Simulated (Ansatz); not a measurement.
# MgGaC₄N₄: from a guess to a relaxed structure

All numbers below come from DFT PBE, scalar-relativistic, plane waves, PAW (Ansatz 0.2.0). Cutoff 420 eV, Gaussian smearing, Γ-centred meshes. Cell and atoms relax first on a coarse mesh and then on a finer one. In between, the cell is made exact in the group found at 0.06 Å. In metals the finer mesh still leaves noise of several meV/atom or more. The steps can't lower the symmetry of their start. No spin polarisation.

A trial structure of MgGaC₄N₄ was built thus: two interpenetrating cyanide-bridged diamond nets (P-43m, No. 215). The dimensions are guesses.

```yaml
crystal:
  lattice:
    - [5.93632, 0.00000, 0.00000]
    - [0.00000, 5.93632, 0.00000]
    - [0.00000, 0.00000, 5.93632]
  atoms:
    - { symbol: Mg, position: [0.50000, 0.50000, 0.50000] }
    - { symbol: Ga, position: [0.00000, 0.00000, 0.00000] }
    - { symbol: C, position: [0.18440, 0.18440, 0.18440] }
    - { symbol: C, position: [0.18440, 0.81560, 0.81560] }
    - { symbol: C, position: [0.81560, 0.18440, 0.81560] }
    - { symbol: C, position: [0.81560, 0.81560, 0.18440] }
    - { symbol: N, position: [0.29819, 0.29819, 0.29819] }
    - { symbol: N, position: [0.29819, 0.70181, 0.70181] }
    - { symbol: N, position: [0.70181, 0.29819, 0.70181] }
    - { symbol: N, position: [0.70181, 0.70181, 0.29819] }
```

Formation energies are uncorrected and refer to the elements' standard structures at the same level (N₂ as a molecule).

Task: Which structure results?

Result: The symmetry stays P-43m (No. 215). The volume per atom grows by 2.6 %, from 20.9 to 21.5 Å³. The shortest distance stays 1.17 Å (C–N). Conventional cell: a = 5.987 Å. Mg is surrounded by 4 N at 2.04 Å; around Ga lie 4 C at 1.97 Å; around C lie 1 N at 1.17 Å and 1 Ga at 1.97 Å; N is surrounded by 1 C at 1.17 Å and 1 Mg at 2.04 Å.

Space group P-43m (No. 215). a = 5.987 Å, b = 5.987 Å, c = 5.987 Å, α = 90.00°, β = 90.00°, γ = 90.00°
```csv
atom,site,symmetry,x,y,z
Mg,1b,-43m,0.5000,0.5000,0.5000
Ga,1a,-43m,0.0000,0.0000,0.0000
C,4e,.3m,0.1900,0.1900,0.1900
N,4e,.3m,0.3031,0.3031,0.3031
```

Task: How does it come out in energy, and is it a metal?

Result: The formation energy is +0.23 eV/atom. The gap on the 6×6×6 mesh of the 10-atom cell is 0 eV (a metal).

It can't be a ground state, since the elements alone are lower.

The last run used Gaussian smearing of 0.10 eV. An odd number of electrons in the primitive cell allows no gap without spin; a larger cell or a magnetic state could open one. The cell is a metal run without spin; a magnetic state may lie lower. The reference form of C is held partly by dispersion forces, which this level lacks. Symmetry constrained the relaxation, so the result can be a saddle point. In all, the 3 runs took 33 s on 1 thread of AMD EPYC 9R45 96-Core Processor (Zen 5) (shared host).
